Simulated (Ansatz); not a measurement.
Given:

CdGaNO:
Space group P3m1 (No. 156); a = 3.281 Å, b = 3.281 Å, c = 5.684 Å, α = 90.00°, β = 90.00°, γ = 120.00°

```json
[
 {"atom": "Ga", "site": "1b", "symmetry": "3m.", "x": "0.3333", "y": "0.6667", "z": "0.5021"},
 {"atom": "Cd", "site": "1c", "symmetry": "3m.", "x": "0.6667", "y": "0.3333", "z": "0.9797"},
 {"atom": "O", "site": "1b", "symmetry": "3m.", "x": "0.3333", "y": "0.6667", "z": "0.1709"},
 {"atom": "N", "site": "1c", "symmetry": "3m.", "x": "0.6667", "y": "0.3333", "z": "0.5972"}
]
```

This is the PBEsol-relaxed structure.

Problem. All from PBEsol (plane waves, PAW; program Ansatz), unless another level is named. Estimate the electronic dielectric constant ε∞ (DFPT).

Solution. 6.91 (xx = yy), 6.96 (zz).

Problem. Give the Born charges (a third of the trace).

Solution. Ga +2.76, Cd +2.17, O -2.44, N -2.50 e.

Problem. Predict the static dielectric constant ε0 (ions relaxed, cell fixed).

Solution. 12.0 (xx = yy), 11.1 (zz).

The start of the workflow was typed in or built on a structure type; neither database checked (COD, Materials Project) lists it. Its standing as an ambient phase is unchecked. The cell was relaxed with PBEsol under the symmetry of its start; whether a distortion lowers the energy is not shown. Spin–orbit coupling is left out wherever it is not named.

Potentials: the earlier of the program's two PAW sets. The files were generated under PBE; for other functionals the program regenerates the frozen cores, and for LDA and PBEsol the local potential too.
